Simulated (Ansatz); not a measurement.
Input and command of a plane-wave DFT calculation in Ansatz:

```yaml
crystal:
  lattice:
    - [4.025, 0.0, 0.0]
    - [0.0, 4.025, 0.0]
    - [0.0, 0.0, 4.186]
  atoms:
    - { symbol: K, position: [0.0, 0.0, 0.0] }
    - { symbol: Mg, position: [0.5, 0.5, 0.5] }
    - { symbol: H, position: [0.0, 0.5, 0.5] }
    - { symbol: H, position: [0.5, 0.0, 0.5] }
    - { symbol: H, position: [0.5, 0.5, 0.0] }
basis:
  ecutwfc: 500
kpoints:
  mp_grid: { grid: [6, 6, 6] }
hamiltonian:
  xc: r2scan
scf:
  occupations: { method: gaussian, width: 0.05 }
output:
  forces: true
  stress: true
  eigenvalues: true
```

```bash
ansatz run input.yaml --threads 1 --pin off --max-ram 2560MiB --backend cpu --events-out ev --progress --plain --runs-dir out
```

Processor: Arm Neoverse V1, 1 thread, on a host shared with other jobs.

**Question.** How long does it run, and how much memory does it take?

**Answer.** About 6.7 s on 1 thread of Arm Neoverse V1 (shared host), peak memory 0.46 GiB. It solves 16 bands at 40 k points (the mesh reduced by symmetry) with about 1751 plane waves, in 6 SCF iterations.
